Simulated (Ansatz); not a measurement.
Ansatz (a program for electronic structure) input:

Ansatz 0.2 input:
```yaml
crystal:
  lattice:
    - [5.1542217366, 0.0, 0.0]
    - [0.0, 5.2256630915, 0.0]
    - [-0.871708933, 0.0, 5.2597778914]
  atoms:
    - { symbol: Zr, position: [0.2761306692, 0.0421514157, 0.209743532] }
    - { symbol: Zr, position: [0.7238693308, 0.5421514157, 0.290256468] }
    - { symbol: Zr, position: [0.7238693308, 0.9578485843, 0.790256468] }
    - { symbol: Zr, position: [0.2761306692, 0.4578485843, 0.709743532] }
    - { symbol: O, position: [0.0687385244, 0.3326940728, 0.3447982056] }
    - { symbol: O, position: [0.9312614756, 0.8326940728, 0.1552017944] }
    - { symbol: O, position: [0.9312614756, 0.6673059272, 0.6552017944] }
    - { symbol: O, position: [0.0687385244, 0.1673059272, 0.8447982056] }
    - { symbol: O, position: [0.4497048294, 0.7572532248, 0.4778154541] }
    - { symbol: O, position: [0.5502951706, 0.2572532248, 0.0221845459] }
    - { symbol: O, position: [0.5502951706, 0.2427467752, 0.5221845459] }
    - { symbol: O, position: [0.4497048294, 0.7427467752, 0.9778154541] }
kpoints:
  mp_grid: { grid: [6, 6, 5] }
hamiltonian:
  xc: r2scan
  pseudopotentials: { kind: paw }
scf:
  occupations: { method: fixed }
checkpoint: { read: static.run }
output: { write_density: true, elf: true, volumetric_format: npy }
```

Output (shortened):

```
Pseudopotential: Zr, paw, valence charge 12
Pseudopotential: O, paw, valence charge 6
Functional definition: r2SCAN
Crystal: 12 atoms, lattice volume = 141.668 Å³
Basis set: ecut = 500 eV, 3633 PW (Γ), exchange–correlation on 160×160×160 points (64 copies of the dense FFT grid, shifted against one another)
Bands: 60, of which v1, the nominal top of the filled ones, is band 48 counted from 1 (47 counted from 0)
Symmetry: 4 space group operations
Space group: P21/c (ITA 14), of the structure as read, at distance tolerance 5.2e-5 Å
k-points: 64 of 180
Stability of the state it starts from, as read at its close in the unpolarized treatment …
iter 1 solved again at ethr=3.76e-8 eV; its pass at ethr=3.10e-3 eV (dr2=3.61e-5 eV) is discarded
SCF iter   1: F=—  HF=-21352.911447 eV  |F-HF|=—  |Δ(HF+E_count)|=         —  Δρ=1.15e-6  dr2=9.17e-10  dr2_τ=1.64e-10  ethr=3.76e-8  ⟨swp⟩=3.8  Hψ=22727  notcnv=0  defer=640
preconditioner: auto → Resta (q_TF=auto, 2.557 Å⁻¹)
SCF iter   2: F=-21352.911447 eV  HF=-21352.911447 eV  |F-HF|=9.68e-10  |Δ(HF+E_count)|=   5.17e-8  Δρ=1.09e-6  dr2=1.11e-9  dr2_τ=2.57e-10  ethr=1.00e-12  ⟨swp⟩=13.6  Hψ=18578  notcnv=0
SCF 1 converged in 2 iterations: F = -21352.911447 eV  dr2 = 1.11e-9
SCF converged after 2 iterations
Free energy (F): -21352.911447 eV
Harris-Foulkes:  -21352.911447 eV  (|F-HF|=9.68e-10)
Internal energy: -21352.911447 eV  (E = F + TS)
E sigma→0 (E₀):  -21352.911447 eV
Fermi energy:    10.073181 eV
--- Per-component energies (eV) ---
  E_band       = -452.247197
  E_kinetic    = 2754.911015
  E_local      = -5100.629480  (includes V_loc(G=0)·N_el)
  E_nonlocal   = 678.155582
  E_hartree    = 1713.363811
  E_xc         = -1221.083825
  E_vxc        = -1704.189078  (∫ρ·V_xc dr)
  E_paw        = -13158.286727  (= ΣΔE_a)
  E_vpaw       = -611.214031  (= ΣTr[D̂ρ^β])
  E_aug_tail   = 0.008196  (compensation charges beyond the density's cutoff)
  E_vtau       = 103.981821  (kinetic-family band-sum trace: ∫τ·v_τ [+ j·A + Jᵃ·Aᵃ] dr)
  E_ewald      = -7018.435524
  E_core_change = -0.914494  (= ΣΔE_core)
  E_smearing   =  0.000000  (= −TS)
  E_closure    =  0.000000  (closes the sum)
  Σ components = -21352.911447   (vs F -21352.911447, Δ=0.00e0)
  [band-id]    e_kinetic+e_local+e_nonlocal+2·e_hartree+e_vxc+e_vpaw+e_augmentation_tail+e_vtau = -452.248355   (vs E_band -452.247197, Δ=-1.16e-3)
--- Band table (eV; the first three rows and the last of 64) ---
  k-point 0: bands = ["-38.9490", "-38.8854", "-38.8783", "-38.8771", "-16.9123", "-16.8503", "-16.8400", "-16.4924", "-16.3883", "-16.3191", "-16.2605", "-16.2286", "-16.1870", "-16.1667", "-16.1168", "-16.0385", "-8.4897", "-7.5455", "-7.3647", "-7.2690", …
  k-point 1: bands = ["-38.9428", "-38.8906", "-38.8783", "-38.8781", "-16.8747", "-16.8113", "-16.7789", "-16.5312", "-16.4524", "-16.2883", "-16.2589", "-16.2541", "-16.1926", "-16.1608", "-16.1256", "-16.1025", "-8.3301", "-7.5007", "-7.3558", "-7.2362", …
  k-point 2: bands = ["-38.9264", "-38.9063", "-38.8786", "-38.8785", "-16.7679", "-16.7165", "-16.6544", "-16.5953", "-16.5754", "-16.3859", "-16.2405", "-16.2344", "-16.2179", "-16.1950", "-16.1526", "-16.1446", "-7.9225", "-7.4581", "-7.3957", "-7.3258", …
  k-point 63: bands = ["-38.9065", "-38.9065", "-38.8883", "-38.8883", "-16.8609", "-16.8609", "-16.7968", "-16.7968", "-16.2877", "-16.2877", "-16.2030", "-16.2030", "-16.1689", "-16.1689", "-16.1025", "-16.1025", "-7.7988", "-7.7988", "-7.5505", "-7.5505", …
```

Cost: about 50 core-seconds (a rough figure) on shared cores.

Space group P2_1/c. The cell was relaxed with r²SCAN under the symmetry of its start. The run is not spin-polarised. Scalar-relativistic: spin–orbit coupling is off unless named, which matters more the heavier the elements.

Potentials: the later of the program's two PAW sets.

Ansatz is a plane-wave DFT program.
